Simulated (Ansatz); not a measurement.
SrZrO₃ in space group R3c (No. 161; Sr on 6a, Zr on 6a, O on 18b), the program Ansatz at the PBEsol level (PAW), all energies at zero smearing, with the estimated change up to a 700 eV cutoff added, with one set of potentials and settings (totals compare only within such a set). Cell of 10 atoms (2 Sr, 2 Zr, 6 O): -18625.236 eV.

| element | reference phase | E (eV/atom) |
|---|---|---|
| Sr | Fm-3m, 1 atoms in the cell | -3492.2323 |
| Zr | Cmmm, 3 atoms in the cell | -4128.6684 |
| O | C2/m, 4 atoms in the cell, spin-polarised | -558.3609 |

Formation energy per atom, worked out: (-18625.236 − 2×(-3492.2323) − 2×(-4128.6684) − 6×(-558.3609))/10 = -3.327 eV/atom (-321 kJ per mol of atoms), at 0 K, without zero-point energy or fitted corrections.

The start of the workflow was typed in or built on a structure type; neither database checked (COD, Materials Project) lists it. COD files the formula under space group No. 62, 63, 221. Whether it is the stable phase at ambient conditions was not checked. The PBEsol relaxation kept the symmetry of its start; its stability against distortions is not shown here. The run is not spin-polarised. The references are the lowest solids computed at this level, not always the standard phases (solids in place of the gases).

Potentials: the earlier of the program's two PAW sets. The files were generated under PBE; for other functionals the program regenerates the frozen cores, and for LDA and PBEsol the local potential too.
